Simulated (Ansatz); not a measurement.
A generator proposed this cell of Al4Cu.

```
Al Cu
1.0
     2.79704    0.00000    0.00000
    -1.39852    2.42231    0.00000
     0.00000    0.00000   22.21518
Al Cu
8 2
Direct
  0.33333 0.66667 0.85000
  0.33333 0.66667 0.05000
  0.33333 0.66667 0.45000
  0.33333 0.66667 0.65000
  0.66667 0.33333 0.95000
  0.66667 0.33333 0.15000
  0.66667 0.33333 0.35000
  0.66667 0.33333 0.55000
  0.33333 0.66667 0.25000
  0.66667 0.33333 0.75000
```

Level of theory: DFT PBE, scalar-relativistic, plane waves, PAW (Ansatz 0.2.0). Cutoff 420 eV; k points 6×6×1 on the computed 10-atom cell (Γ-centred); Gaussian smearing, width 0.10 eV; no spin polarisation.

Energies over the elements count from the elements' standard structures at the same level, with no fitted energy shifts.

Task: How far from equilibrium is it?

Result: The pressure is 3.3 GPa (the mean over three directions, positive in compression), the largest force is 1.14 eV/Å, and the energy is +0.02 eV/atom against the elements. The shortest distance is 2.75 Å.

Task: Is it a good guess?

Result: A good one: relaxing gains under 0.1 eV/atom (the start's value is from the coarse mesh, so the gain is rough) in 9 ionic steps and ends at −0.01 eV/atom on the finer mesh. The symmetry stays P6_3/mmc (No. 194). The volume per atom grows by 2.9 %, from 15.1 to 15.5 Å³. The shortest distance goes from 2.75 Å (Al–Cu and Al–Al) to 2.61 Å (Al–Cu). Conventional cell: a = 2.836 Å, c = 22.232 Å. Al on its first site is surrounded by 3 Cu at 2.61 Å and 9 Al at 2.84–2.86 Å; around Al on its second site lie 12 Al at 2.84–2.88 Å; Cu is surrounded by 6 Al at 2.61 Å and 6 Cu at 2.84 Å.

The last run used an 18×18×2 mesh (in the run's order of axes) for its 10-atom cell and Gaussian smearing of 0.10 eV. The k mesh leaves some 4 meV/atom of noise in the energy of each metallic cell. The relaxation can't lower the symmetry of the start, and the grade says only how near the guess is to its own end. A structure relaxed within its symmetry needn't be a true minimum. Another cell of Al4Cu relaxed alike, in I4/mmm, lies 60 meV/atom lower, so this cell isn't the stable form at this level.
